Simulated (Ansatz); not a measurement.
Si2Mo in space group I4/mcm (No. 140; Si on 8h, Mo on 4a) at seven volumes, PBE in the plane-wave PAW code Ansatz, shape and atoms relaxed at each. One row is withheld.

```csv
V (Å³/atom),P (GPa)
14.036,19.73
14.499,12.09
14.962,5.57
15.424,0.00
15.887,-4.75
16.350,?
16.813,-12.24
```

**Question.** Fit the shown pressures and predict the withheld one.

**Answer.** P = (3/2)B₀(x^(7/2) − x^(5/2))[1 + (3/4)(B′ − 4)(x − 1)] with x = (V₀/V)^(2/3). Least squares on the six rows gives V₀ = 15.425 Å³/atom, B₀ = 171 GPa, B′ = 4.28. At V = 16.350, x = 0.9619 and P = -8.79 GPa. The run itself gave -8.80 GPa.

A made-up cell: these elements were put on the sites of a structure type; neither database checked (COD, Materials Project) lists it. It is not the phase usual at ambient conditions (space group No. 139). The cell was relaxed with PBE under the symmetry of its start; whether a distortion lowers the energy is not shown. No spin polarisation was allowed.

Potentials: the later of the program's two PAW sets.
